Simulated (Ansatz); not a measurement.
MgCO₃:
```xyz
10
Lattice="2.3243 1.3419 4.9767 -2.3243 1.3419 4.9767 0.0000 -2.6838 4.9767" Properties=species:S:1:pos:R:3 pbc="T T T"
Mg     0.0000     0.0000     0.0000
Mg     0.0000     0.0000     7.4650
C      0.0000     0.0000     3.7325
C      0.0000     0.0000    11.1975
O     -1.6800     0.2261     8.7092
O      1.6800    -0.2261     6.2208
O      0.6442    -1.5680     8.7092
O     -0.6442     1.5680     6.2208
O      1.0358     1.3419     8.7092
O     -1.0358    -1.3419     6.2208
```

Relaxed with PBEsol.

Map the valence electron density (e/Å³), cut off at 2 on the plane through (0.000, 0.000, 0.000) spanned by u = [1, -1, 0] and v = [1, 1, -1] in lattice vectors, from plane-wave PAW PBEsol (Ansatz code).

x is the fraction of u, y of v (the angle between them is 90°; rows are the nearest grid lines); atoms in the plane: Mg at (0.00, 0.00), Mg at (0.00, 0.50), C at (0.50, 0.75), C at (0.50, 0.25), O at (0.22, 0.75), O at (0.78, 0.25).
```
|@@@#                #@@@|
|@@@:          ...   :@@@|
|@*:         ..:::.   :*@|
|  .::-:....:-===-:.     |
| .:=*%*=-:-=+*+=-:.     |
| :*@@@@@@@%%%%*=:.      |
| :#@@@@@@@@%%%*-:.      |
| .+@@@@@@###%%*=:.      |
|  .-===-:.:-=++=-:.     |
|  ......  ..:-==-:.     |
|@@+.         .....  .+@@|
|@@@#                #@@@|
|@@@#                #@@@|
|@@+.  .....         .+@@|
|     .:-==-:..  ......  |
|     .:-=++=-:.:-===-.  |
|      .:=*%%###@@@@@@+. |
|      .:-*%%%@@@@@@@@#: |
|      .:=*%%%%@@@@@@@*: |
|     .:-=+*+=-:-=*%*=:. |
|     .:-===-:....:-::.  |
|@*:   .:::..         :*@|
|@@@:   ...          :@@@|
|@@@#                #@@@|
```
Scale: ten equal steps from 0.064 (start of ' ') to 2.00 (end of '@'), in the order ' .:-=+*#%@'; x runs from 0.000 to 1.00, y from 0.000 (bottom) to 1.00 (top).

The density is the valence pseudo-density with augmentation charge, so density and ELF within about 1 Å of a nucleus are not all-electron values.

Space group R-3c. The first step of the workflow began from a Materials Project structure, measured or hypothetical; the Crystallography Open Database files this formula in space group No. 167, but the cells were not matched. Whether it is the stable phase at ambient conditions was not checked. The cell was relaxed with PBEsol under the symmetry of its start; whether a distortion lowers the energy is not shown.

Potentials: the later of the program's two PAW sets.
